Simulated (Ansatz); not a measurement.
## Cu: clamped-ion strain scan

Level of theory: DFT PBEsol, scalar-relativistic, plane waves, PAW in Ansatz 0.2.0. Cutoff 420 eV, Γ-centred 22×22×22 k-points, Gaussian smearing of 0.15 eV. No spin polarisation. Energies are free energies at this smearing, counted from the undisturbed cell; pressure is positive in compression.

Zero of the scan (as given, not relaxed at this level; it stands at -6.5 GPa):

```xyz
1
Lattice="0.0000 1.8075 1.8075 1.8075 0.0000 1.8075 1.8075 1.8075 0.0000" Properties=species:S:1:pos:R:3 pbc="T T T"
Cu    0.0000    0.0000    0.0000
```

The cell is strained by ε times the Voigt pattern (1, 0, 0, 0, 0, 0) (xx, yy, zz, yz, xz, xy; engineering shear) with fractional coordinates fixed. The cell is metallic on the mesh throughout.

| ε | ΔE (meV/atom) | stress summed along the pattern (GPa, tension positive) | pressure (GPa) |
| --- | --- | --- | --- |
| -0.0400 | -8.1 | -1.25 | -0.3 |
| -0.0300 | ? | ? | -2.0 |
| -0.0200 | -6.9 | 2.81 | -3.6 |
| -0.0100 | ? | 4.70 | ? |
| 0.0000 | 0.0 | 6.48 | -6.5 |
| 0.0100 | 5.4 | 8.17 | -7.8 |
| 0.0200 | 12.0 | 9.78 | -9.0 |
| 0.0300 | 19.8 | 11.30 | -10.1 |
| 0.0350 | 24.1 | ? | ? |
| 0.0400 | 28.7 | 12.74 | -11.2 |

Give the withheld values.

ΔE (meV/atom) at ε = -0.0300: -8.2; stress summed along the pattern (GPa, tension positive) at ε = -0.0300: 0.82; ΔE (meV/atom) at ε = -0.0100: -4.1; pressure (GPa) at ε = -0.0100: -5.1; stress summed along the pattern (GPa, tension positive) at ε = 0.0350: 12.03; pressure (GPa) at ε = 0.0350: -10.7.